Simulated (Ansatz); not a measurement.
Calculated with Ansatz: Rb$_{2}$WBr$_{6}$, single run

Input:

```yaml
crystal:
  lattice:
    - [0.0, 5.212764, 5.212764]
    - [5.212764, 0.0, 5.212764]
    - [5.212764, 5.212764, 0.0]
  atoms:
    - { symbol: Rb, position: [0.25, 0.25, 0.25] }
    - { symbol: Rb, position: [0.75, 0.75, 0.75] }
    - { symbol: Br, position: [0.75979, 0.24021, 0.24021] }
    - { symbol: Br, position: [0.24021, 0.75979, 0.24021] }
    - { symbol: Br, position: [0.24021, 0.75979, 0.75979] }
    - { symbol: Br, position: [0.75979, 0.24021, 0.75979] }
    - { symbol: Br, position: [0.24021, 0.24021, 0.75979] }
    - { symbol: Br, position: [0.75979, 0.75979, 0.24021] }
    - { symbol: W, position: [0.0, 0.0, 0.0] }
  symmetry: { tolerance: 0.0003 }
kpoints:
  mp_grid: { grid: [3, 3, 3], shift: [0, 0, 0] }
magnetization:
  spin_polarized: false
scf:
  occupations: { method: fixed }
  max_iter: 80
hamiltonian:
  pseudopotentials: { kind: paw }
  xc: r2scan
basis:
  ecutwfc: 500
output:
  forces: true
  stress: true
  eigenvalues: true
```

Run with:

```bash
ansatz run input.yaml --threads 1 --pin off --max-ram 2560MiB --backend cpu --events-out ev --progress --plain --runs-dir out
```

Origin of the cell: a database entry, scaled a little.

Output (shortened):

```
Pseudopotentials: kind: paw
Pseudopotential: Rb, paw, valence charge 9, recommended cutoff 500 eV (meta_gga), Rb.paw.azcp
Pseudopotential: Br, paw, valence charge 7, recommended cutoff 500 eV (meta_gga), Br.paw.azcp
Pseudopotential: W, paw, valence charge 14, recommended cutoff 500 eV (meta_gga), W.paw.azcp
Functional definition: r2SCAN
  exchange = r2scan_x(k0 = k0, k1 = k1, a1 = a1)
  correlation = r2scan_c
Crystal: 9 atoms, lattice volume = 283.292 Å³
Basis set: ecut = 500 eV, 7239 PW (Γ), exchange–correlation on 216×216×216 points (64 copies of the dense FFT grid, shifted against one another)
Bands: 46, of which v1, the nominal top of the filled ones, is band 37 counted from 1 (36 counted from 0)
Symmetry: 48 space group operations
[… 11 lines left out …]
Initial density: superposition of atomic densities (neutral atoms: chi_scale 0, normalization atom), corrected by the library's trained network
Functional: x = r2scan, c = r2scan; τ floored in thin density (d = 2e-4 eV/Å³)
SCF iter   1: F=—  HF=-33720.993096 eV  Δρ=2.98e-3  dr2=4.55e-2  dr2_τ=5.50e-2  defer=29
SCF iter   2: F=—  HF=-33721.069950 eV  Δρ=1.82e-3  dr2=6.23e-3  dr2_τ=2.45e-3  defer=29
SCF iter   3: F=—  HF=-33721.071629 eV  Δρ=9.80e-4  dr2=2.47e-3  dr2_τ=2.21e-4  defer=29
SCF iter   4: F=—  HF=-33721.072170 eV  Δρ=1.54e-4  dr2=7.73e-5  dr2_τ=5.48e-6  defer=28
SCF iter   5: F=—  HF=-33721.072088 eV  Δρ=4.79e-5  dr2=7.39e-6  dr2_τ=6.70e-7  defer=28
SCF iter   6: F=—  HF=-33721.072093 eV  Δρ=8.78e-6  dr2=2.82e-7  dr2_τ=8.59e-9  defer=28
SCF iter   7: F=-33721.072093 eV  HF=-33721.072093 eV  Δρ=1.15e-6  dr2=4.72e-9  dr2_τ=3.97e-10
WARN: a fill by count may have filled part of one level: at k-index 0 the highest filled band, 5.135516 eV, and the lowest empty band, 5.135516 eV, stand 2.132e-14 eV apart, within the solve's uncertainty, 3.162e-4 eV. […]
SCF 1 converged in 7 iterations: F = -33721.072093 eV  dr2 = 4.72e-9
SCF converged after 7 iterations
Free energy (F): -33721.072093 eV
Harris-Foulkes:  -33721.072093 eV  (|F-HF|=3.30e-9)
Internal energy: -33721.072093 eV  (E = F + TS)
E sigma→0 (E₀):  -33721.072093 eV
[… 23 lines left out …]
  atom   5  Br    -0.306006     0.000000     0.000000
  atom   6  Br    -0.000000    -0.306006    -0.000000
  atom   7  Br     0.000000    -0.000000     0.306006
  atom   8  Br    -0.000000     0.000000    -0.306006
  atom   9  W     -0.000000     0.000000    -0.000000
  max |Σ_I F_I| component: 1.11e-16 eV/Å
--- Stress (GPa, compression-positive) ---
        1.125532      -0.000000      -0.000000
        0.000000       1.125532      -0.000000
        0.000000      -0.000000       1.125532
  P = ⅓ Tr σ = 1.1255 GPa (11.255 kbar)
```

**Question.** What went wrong?

**Answer.** It holds fixed occupations whatever the gap: `scf.occupations` typed as { method: fixed }. Self-consistency was reached. Its numbers aren't properties of the system.

It ran for 14 s on 1 thread of Arm Neoverse V1, with other jobs on the host, peak memory 1.1 GiB, from the program's own first density.
